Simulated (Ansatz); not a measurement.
HgSe:
```
HgSe
1.0
    3.87332     2.38783     0.00000
   -3.87332     2.38783     0.00000
   -2.82684     0.00000     6.91536
Hg Se
2 2
Direct
  0.00000   0.00000   0.50000
  0.00000   0.00000   0.00000
  0.34853   0.34853   0.25000
  0.65147   0.65147   0.75000
```

This is the PBE-relaxed structure. x, y and z are the axes in which the lattice vectors are written.

Q: All from PBE in the plane-wave PAW code Ansatz, unless another level is named. Estimate the weight of the conduction-edge state by species (Voronoi cells).

A: Se 59 %, Hg 41 %.

Q: What about the conduction-band minimum?

A: on the Γ–C line, 12 % of the way from Γ (k = -0.044, -0.042, 0.000) (2 equivalent valleys).

Q: Give the valence-band maximum.

A: at Γ.

Space group C2/c. A made-up cell: these elements were put on the sites of a structure type; neither database checked (COD, Materials Project) lists it. COD files the formula under space group No. 216, so this cell is another polymorph or a model. Its standing as an ambient phase is unchecked. The cell was relaxed with PBE under the symmetry of its start; whether a distortion lowers the energy is not shown. Scalar-relativistic: spin–orbit coupling is off unless named, which matters more the heavier the elements.

Potentials: the later of the program's two PAW sets.
